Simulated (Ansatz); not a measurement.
BaCuTeF:
```
BaCuTeF
1.0
    4.35926     0.00000     0.00000
    0.00000     4.35926     0.00000
    0.00000     0.00000     9.27470
Ba Cu Te F
2 2 2 2
Direct
  0.00000   0.50000   0.65850
  0.50000   0.00000   0.34150
  0.00000   0.00000   0.00000
  0.50000   0.50000   0.00000
  0.50000   0.00000   0.83912
  0.00000   0.50000   0.16088
  0.50000   0.50000   0.50000
  0.00000   0.00000   0.50000
```

Relaxed with PBEsol. Special points in fractions of this cell's reciprocal vectors: Γ (0.000, 0.000, 0.000); X (0.000, 0.500, 0.000); M (0.500, 0.500, 0.000); Z (0.000, 0.000, 0.500); R (0.000, 0.500, 0.500); A (0.500, 0.500, 0.500).

Q: List the band energies nearest the valence-band maximum at these points for PBEsol (plane waves, PAW; program Ansatz).

A: In eV from the valence-band maximum; about four levels below and three above (degenerate sets whole), none deeper than 8.9 eV; points with the same levels are listed once.

| k | below | above |
|---|---|---|
| Γ | -1.81 -0.71 0.00 0.00 | 0.85 1.93 1.95 |
| X | -1.03 -1.03 -0.79 -0.79 | 2.00 2.00 2.49 2.49 |
| M | -2.10 -2.10 -1.67 -1.67 | 2.36 2.36 3.03 3.03 |
| Z | -1.81 -0.84 -0.02 -0.02 | 1.07 1.42 2.03 |
| R | -0.96 -0.96 -0.78 -0.78 | 2.10 2.10 2.60 2.60 |
| A | -2.11 -2.11 -1.67 -1.67 | 2.83 2.83 3.07 3.07 |

Space group P4/nmm. The workflow started from a Materials Project entry (that database holds measured and hypothetical structures alike); the Crystallography Open Database copy checked does not list it. Whether it is the stable phase at ambient conditions was not checked. The PBEsol relaxation kept the symmetry of its start; phonons show weakly imaginary modes. No spin polarisation was allowed. No Hubbard U is applied. Spin–orbit coupling is left out wherever it is not named.

Potentials: the earlier of the program's two PAW sets. The files were generated under PBE; for other functionals the program regenerates the frozen cores, and for LDA and PBEsol the local potential too.
